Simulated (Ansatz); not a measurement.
Consider a crystal of Ti₂Pt₃ in space group Im-3m (No. 229), with Ti on 8c; Pt on 12e.

Level of theory: Ansatz, DFT PBE, scalar-relativistic, plane waves, PAW. Cutoff 420 eV, Γ-centred mesh, Gaussian smearing, no spin polarisation.

Formation energies are uncorrected and refer to the elements' standard structures at the same level.

Question: Which cell and coordinates does it relax to?

Answer:

Space group Im-3m (No. 229). a = 7.170 Å, b = 7.170 Å, c = 7.170 Å, α = 90.00°, β = 90.00°, γ = 90.00°
```csv
atom,site,symmetry,x,y,z
Ti,8c,.-3m,0.2500,0.2500,0.2500
Pt,12e,4m.m,0.3207,0.0000,0.0000
```

Ti is surrounded by 6 Pt at 2.59 Å; around Pt lie 1 Pt at 2.57 Å and 4 Ti at 2.59 Å. Another local minimum with the same sites may exist.

Question: And its energy and gap?

Answer: The formation energy is −0.26 eV/atom and the gap on the 8×8×8 mesh of the 10-atom cell is 0 eV (a metal). A negative formation energy is needed for stability but isn't enough: competing phases decide.

The last run used Gaussian smearing of 0.10 eV. These runs have no spin–orbit coupling, which can matter for Pt. The cell is a metal run without spin; a magnetic state may lie lower. A structure relaxed within its symmetry needn't be a true minimum.
